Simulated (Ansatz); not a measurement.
CsPbBr3:
```
CsPbBr3
1.0
    5.76354     0.00000     0.00000
    0.00000     5.76354     0.00000
    0.00000     0.00000     5.76354
Cs Pb Br
1 1 3
Direct
  0.00000   0.00000   0.00000
  0.50000   0.50000   0.50000
  0.00000   0.50000   0.50000
  0.50000   0.50000   0.00000
  0.50000   0.00000   0.50000
```

Relaxed with LDA. Special points in fractions of this cell's reciprocal vectors: Γ (0.000, 0.000, 0.000); X (0.000, 0.500, 0.000); M (0.500, 0.500, 0.000); R (0.500, 0.500, 0.500).

Problem. List the band energies nearest the valence-band maximum at these points for DFT-LDA in the program Ansatz with PAW potentials.

Solution. In eV from the valence-band maximum; about four levels below and three above (degenerate sets whole), none deeper than 8.9 eV; points with the same levels are listed once.

| k | below | above |
|---|---|---|
| Γ | -2.53 -2.53 -2.53 -2.38 -2.38 -2.38 | 2.40 3.50 3.50 |
| X | -2.69 -2.69 -2.52 -2.52 -1.62 | 2.35 3.97 4.55 |
| M | -2.79 -2.79 -2.58 -1.99 -0.80 | 1.79 1.79 4.68 |
| R | -1.97 -1.97 -1.97 0.00 | 1.15 1.15 1.15 |

Space group Pm-3m (cubic perovskite). This is a known high-temperature phase of the composition, computed here at zero pressure and temperature. The LDA relaxation kept the symmetry of its start; of distortions, only those at the zone centre were tested, and some modes there are weakly imaginary. Scalar-relativistic: spin–orbit coupling is off unless named, which matters more the heavier the elements.

Potentials: the later of the program's two PAW sets.
